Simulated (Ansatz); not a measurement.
A geometry of MgRh away from equilibrium: step 4 of the relaxation of a relaxed MgRh cell displaced along its unstable phonon at q = Γ (103i cm⁻¹), largest move 0.15 Å. The numbers are results of PBEsol (plane waves to 420 eV, PAW, scalar-relativistic; Ansatz, a quantum-chemistry and plane-wave program), not measurements. Γ-centred k-mesh 9×9×7 on the run's cell (coarser than for final values), Fermi–Dirac smearing 0.05 eV. The plane waves were selected for a different cell earlier on the path.

```
CELL_PARAMETERS angstrom
      4.08660     0.00000     0.00000
     -2.04330     3.53910     0.00000
      0.00000     0.00000     5.13118
ATOMIC_POSITIONS crystal
  Mg 0.66667 0.33333 0.14536
  Mg 0.33333 0.66667 0.85464
  Rh 0.66667 0.33333 0.63129
  Rh 0.33333 0.66667 0.36871
```

Q: Give the Cartesian forces on all atoms (eV/Å).

A: 
```csv
atom,Fx,Fy,Fz
Mg1,0.00,0.00,-0.09
Mg2,0.00,0.00,0.09
Rh3,0.00,0.00,-0.63
Rh4,0.00,0.00,0.63
```

The path ends in P-3m1 (No. 164). No spin polarisation in the result. A magnetic state may lie lower.

The run could not lose the symmetry of its start: the end is stationary, and may be a saddle point rather than a minimum.

The end of the path is a generated cell of MgRh: the first start was made by placing the elements on the sites of a structure type, and the end was not matched to a known phase here, so it may be hypothetical.
